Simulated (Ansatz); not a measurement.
# Sb: stiffness from a series of strains

```xyz
2
Lattice="3.3690 0.0000 0.0000 -1.6845 2.9176 0.0000 0.0000 0.0000 5.3300" Properties=species:S:1:pos:R:3 pbc="T T T"
Sb    0.0000    1.9451    1.3325
Sb    1.6845    0.9725    3.9975
```

Atoms are numbered in the order listed.

The cell is COD entry 1539203, as deposited and not checked against the literature; nothing was relaxed.

No spin–orbit coupling, which matters for the heavy atoms here.

Level of theory: DFT, PBEsol, all-electron LAPW, scalar-relativistic (Ansatz 0.2.0).

Numerical set-up: a Γ-centred 12×12×7 k mesh, Fermi–Dirac smearing of 0.05 eV, basis error target 0.5 meV/atom, no spin polarisation.

The strain is applied along the Cartesian axes of the cell as listed (the other components stay zero). Fractional coordinates are held (clamped ions).

σ is the change of stress from the unstrained cell, which is at -0.14 GPa; tension is positive, so slopes are stress–strain coefficients at that pressure. In a metal the k mesh adds noise.

Only quantities that a quadratic follows smoothly over the whole series are listed; rougher ones are left out.

| εxx = εyy | σzz (GPa) | σxx (GPa) |
| --- | --- | --- |
| -0.0300 | -4.64 | -4.58 |
| -0.0200 | -3.09 | -2.87 |
| -0.0100 | -1.45 | -1.41 |
| 0.0000 | 0.00 | 0.00 |
| 0.0200 | 1.92 | 2.77 |
| 0.0300 | 2.65 | 3.98 |

Question: Fit the series and read off the stiffness at zero strain.

Answer: Least-squares fits y = p0 + p1 x + p2 x² to the rows give σzz (GPa): p1 = 123, p2 = -1000; σxx (GPa): p1 = 142, p2 = -370. So C13 + C23 = 123 GPa and C11 + C12 = 142 GPa, for these axes.

Question: One run, at εxx = εyy = 0.0100, is withheld. Predict its row.

Answer: The fits give 1.03, 1.44; the run gave 1.09, 1.42.
